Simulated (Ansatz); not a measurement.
Calculated with Ansatz: AlCr$_{3}$Ga$_{4}$, settings compared

The input file (Ansatz 0.2.0, plane waves):

```yaml
crystal:
  lattice:
    - [3.445646, 0.0, 0.0]
    - [0.0, 9.261618, 0.0]
    - [0.0, 0.0, 3.42252]
  atoms:
    - { symbol: Cr, position: [0.0, 0.312, 0.0] }
    - { symbol: Cr, position: [0.0, 0.688, 0.0] }
    - { symbol: Al, position: [0.5, 0.5, 0.5] }
    - { symbol: Ga, position: [0.5, 0.212, 0.5] }
    - { symbol: Ga, position: [0.5, 0.788, 0.5] }
    - { symbol: Ga, position: [0.0, 0.106, 0.5] }
    - { symbol: Ga, position: [0.0, 0.894, 0.5] }
    - { symbol: Cr, position: [0.5, 0.0, 0.0] }
  symmetry: { tolerance: 0.0003 }
kpoints:
  mp_grid: { grid: [5, 2, 5], shift: [0, 0, 0] }
magnetization:
  spin_polarized: false
scf:
  occupations: { method: fermi_dirac }
hamiltonian:
  pseudopotentials: { kind: paw }
  xc: pbe
basis:
  ecutwfc: 420
output:
  forces: true
  stress: true
  eigenvalues: true
  write_density: true
  write_potential: true
  elf: true
  volumetric_format: npy
```

Run with:

```bash
ansatz run input.yaml --threads 1 --pin off --max-ram 2560MiB --backend cpu --events-out ev --progress --plain --runs-dir out
```

Origin of the cell: a known structure type with other elements, at an estimated volume, so it need not be a known compound.

The smearing width isn't typed, so it takes its default of 0.1 eV.

Output of this run (shortened):

```
SCF iter   1: F=—  HF=-25792.891516 eV  Δρ=1.31e-2  dr2=4.13e-1
SCF iter   2: F=—  HF=-25792.883005 eV  Δρ=6.68e-3  dr2=1.33e-1
SCF iter   3: F=—  HF=-25792.880091 eV  Δρ=1.55e-3  dr2=3.27e-3
SCF iter   4: F=—  HF=-25792.879554 eV  Δρ=6.05e-4  dr2=4.88e-4
SCF iter   5: F=—  HF=-25792.879473 eV  Δρ=2.63e-4  dr2=8.10e-5
SCF iter   6: F=—  HF=-25792.879679 eV  Δρ=9.51e-5  dr2=1.36e-5
SCF iter   7: F=—  HF=-25792.879677 eV  Δρ=4.66e-5  dr2=3.31e-6
SCF iter   8: F=—  HF=-25792.879676 eV  Δρ=1.25e-5  dr2=3.86e-7
SCF iter   9: F=-25792.879676 eV  HF=-25792.879676 eV  Δρ=6.01e-6  dr2=6.04e-8
SCF 1 converged in 9 iterations: F = -25792.879676 eV  dr2 = 6.04e-8
SCF converged after 9 iterations
Free energy (F): -25792.879676 eV
Harris-Foulkes:  -25792.879676 eV  (|F-HF|=4.60e-8)
Internal energy: -25792.591380 eV  (E = F + TS)
E sigma→0 (E₀):  -25792.735528 eV
Entropy (-TS):   -0.288296 eV (-36.037 meV/atom)
Fermi energy:    14.553844 eV
--- Per-component energies (eV) ---
  E_band       = -551.740057
  E_kinetic    = 1541.953060
  E_local      = -15786.997958  (includes V_loc(G=0)·N_el)
  E_nonlocal   = 1939.598256
  E_hartree    = 7451.054339
  E_xc         = -750.022416
  E_vxc        = -814.635762  (∫ρ·V_xc dr)
  E_paw        = -11989.732955  (= ΣΔE_a)
  E_vpaw       = -2333.773054  (= ΣTr[D̂ρ^β])
  E_aug_tail   = 0.000445  (compensation charges beyond the density's cutoff)
  E_ewald      = -8198.444151
  E_smearing   = -0.288296  (= −TS)
  Σ components = -25792.879676   (vs F -25792.879676, Δ=0.00e0)
--- Forces (eV/Å), atoms counted from 1 ---
  atom   1  Cr     0.000000     0.729370     0.000000
  atom   2  Cr     0.000000    -0.729370     0.000000
  atom   3  Al     0.000000     0.000000     0.000000
  atom   4  Ga     0.000000     8.340020     0.000000
  atom   5  Ga     0.000000    -8.340020     0.000000
  atom   6  Ga     0.000000     1.153727     0.000000
  atom   7  Ga     0.000000    -1.153727     0.000000
  atom   8  Cr    -0.000000     0.000000     0.000000
  max |Σ_I F_I| component: 1.78e-15 eV/Å
--- Stress (GPa, compression-positive) ---
       60.438044       0.000000       0.000000
        0.000000      40.036300       0.000000
        0.000000       0.000000      -6.150696
  P = ⅓ Tr σ = 31.4412 GPa (314.412 kbar)
```

The same input was run again with these changes:

1. `scf.initial_density.chi_scale` default → 0.1
2. `scf.eigensolver.kind` default → davidson
3. `scf.occupations.width` default → 0.05
4. `scf.mixing.preconditioner` default → resta

| run | end | SCF iterations | P (GPa) | max force component (eV/Å) | moment (μB) | ΔE(σ→0) (meV/atom) |
| --- | --- | --- | --- | --- | --- | --- |
| base | converged | 9 | 31.44 | 8.340 | – | 0 |
| 1 | converged | 12 | 31.44 | 8.340 | – | 0.00 |
| 2 | converged | 10 | 31.44 | 8.340 | – | 0.00 |
| 3 | converged | 10 | 31.21 | 8.381 | – | 0.46 |
| 4 | converged | 12 | 31.44 | 8.340 | – | 0.00 |

Energies are compared only where functional, datasets, charge and starting cell are the same.

Caveats of the base run: no spin polarisation, so a magnetic state may lie lower; the given cell is far from equilibrium, with atoms too close or a volume far off; the k mesh is coarse if the cell is a metal.

The base run ran for 12 s of wall time on 1 CPU thread(s) of a shared host, from the program's own first density.
